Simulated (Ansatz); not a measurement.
Relaxed-ion elastic tensor of Ga2Cu in space group P4/mmm (No. 123; Ga on 2h, Cu on 1a) in GPa (Voigt order), PBEsol in the plane-wave PAW code Ansatz; density 7.48 g/cm³, 15.02 Å³ per atom.

```
 130  74.9  62.5   0.0   0.0   0.0
74.9   130  62.5   0.0   0.0   0.0
62.5  62.5   205   0.0   0.0   0.0
 0.0   0.0   0.0  38.4   0.0   0.0
 0.0   0.0   0.0   0.0  38.4   0.0
 0.0   0.0   0.0   0.0   0.0  54.8
```

Question: Is the crystal mechanically stable?

Answer: Yes: the smallest eigenvalue of C is 38.4 GPa.

Question: Work out the Voigt, Reuss and Hill averages.

Answer: K_V = 96.1, K_R = 93.7, K_H = 94.9; G_V = 44.0, G_R = 40.4, G_H = 42.2 GPa.

Question: Give Young's modulus, Poisson's ratio, Pugh's ratio and the universal anisotropy index.

Answer: E = 9KG/(3K + G) = 110 GPa; ν = 0.31; K/G = 2.25 (ductile by the Pugh limit of 1.75); A_U = 5G_V/G_R + K_V/K_R − 6 = 0.46.

Question: Estimate the sound speeds and the Debye temperature.

Answer: v_l = √((K + 4G/3)/ρ) = 4490 m/s, v_t = √(G/ρ) = 2380 m/s, mean 2660 m/s; Θ = (h/k)(3n/4πV)^(1/3) v_m = 320 K.

Question: How much does each axis shrink under pressure?

Answer: Linear compressibilities β_i = Σ_j S_ij (j = 1 to 3): x 4.2, y 4.2, z 2.3 per TPa.

The workflow started from a Materials Project entry (that database holds measured and hypothetical structures alike); the Crystallography Open Database files this formula in space group No. 123, but the cells were not matched. Its standing as an ambient phase is unchecked. The PBEsol relaxation kept the symmetry of its start; of distortions, only those at the zone centre were tested. The run is not spin-polarised. As this level gives no gap, shear constants depend on the k-mesh and smearing (Fermi–Dirac, 0.1 eV here). On the denser mesh and wider smearing of the elastic run this cell carries a stress of 0.6 GPa.

Potentials: the later of the program's two PAW sets.
